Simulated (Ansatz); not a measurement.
MgCdS$_{2}$:
```
CELL_PARAMETERS angstrom
      4.12328     0.00000     0.00000
     -2.06164     3.57087     0.00000
      0.00000     0.00000     6.67200
ATOMIC_POSITIONS crystal
  Cd 0.33333 0.66667 0.00686
  S  0.33333 0.66667 0.39148
  Mg 0.66667 0.33333 0.50055
  S  0.66667 0.33333 0.87112
```

Relaxed with PBE. Special points in fractions of this cell's reciprocal vectors: Γ (0.000, 0.000, 0.000); M (0.500, 0.000, 0.000); K (0.333, 0.333, 0.000); A (0.000, 0.000, 0.500); L (0.500, 0.000, 0.500); H (0.333, 0.333, 0.500).

### Question
List the band energies nearest the valence-band maximum at these points for plane-wave PAW PBE with spin–orbit coupling (Ansatz code).

### Answer
In eV from the valence-band maximum; about four levels below and three above (degenerate sets whole), none deeper than 8.9 eV; points with the same levels are listed once.

```csv
k,below,above
Γ,-0.03 -0.03 0.00 0.00,1.90 1.90 3.73 3.73
M,-1.26 -1.26 -0.67 -0.67,3.99 3.99 4.47 4.47
K,-1.64 -1.63 -1.54 -1.49,4.55 4.61 5.22
A,-0.14 -0.14 -0.10 -0.10,3.22 3.22 4.03 4.03
L,-1.03 -1.03 -0.97 -0.97,3.55 3.55 4.22 4.22
H,-1.06 -1.05 -0.84 -0.83,4.32 4.33 5.25
```

Space group P3m1. The start of the workflow was typed in or built on a structure type; neither database checked (COD, Materials Project) lists it. Its standing as an ambient phase is unchecked. The PBE relaxation kept the symmetry of its start; its stability against distortions is not shown here. The volume moved by 27 % from the start of the relaxation.

Potentials: the earlier of the program's two PAW sets.
